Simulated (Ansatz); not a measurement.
# Sr2NbO2: computed properties

Level of theory: DFT PBE, scalar-relativistic, plane waves, PAW in Ansatz.

Plane waves to 420 eV, a k mesh through Γ of 12×12×12 on the computed 5-atom cell and Gaussian smearing (0.10 eV); no spin polarisation.

The structure is relaxed at this level of theory with its symmetry kept, and needn't be the ground state of this composition.

```yaml
crystal:
  lattice:
    - [-2.20255, 2.20255, 4.99664]
    - [2.20255, -2.20255, 4.99664]
    - [2.20255, 2.20255, -4.99664]
  atoms:
    - { symbol: Sr, position: [0.75000, 0.25000, 0.50000] }
    - { symbol: Sr, position: [0.25000, 0.75000, 0.50000] }
    - { symbol: Nb, position: [0.00000, 0.00000, 0.00000] }
    - { symbol: O, position: [0.50000, 0.00000, 0.50000] }
    - { symbol: O, position: [0.00000, 0.50000, 0.50000] }
```

| Quantity | Value |
| --- | --- |
| Space group | I4/mmm (No. 139) |
| Volume per atom | 19.39 Å³ |
| Formation energy from the elements' standard states (uncorrected) | -1.090 eV/atom |
| Kohn–Sham band gap | none (metal) |
| Density of states at the Fermi level | 3.2 states/eV per cell |
| Bader charge by site (e) | Sr (2 in the cell) 0.96, Nb (1 in the cell) 0.70, O (2 in the cell) -1.31 |

Another cell of Sr2NbO2 relaxed alike, in Cmmm, lies 0.65 eV/atom lower, so this cell isn't the stable form at this level.

The cell was found from a structure generator's guess, not taken from experiment.
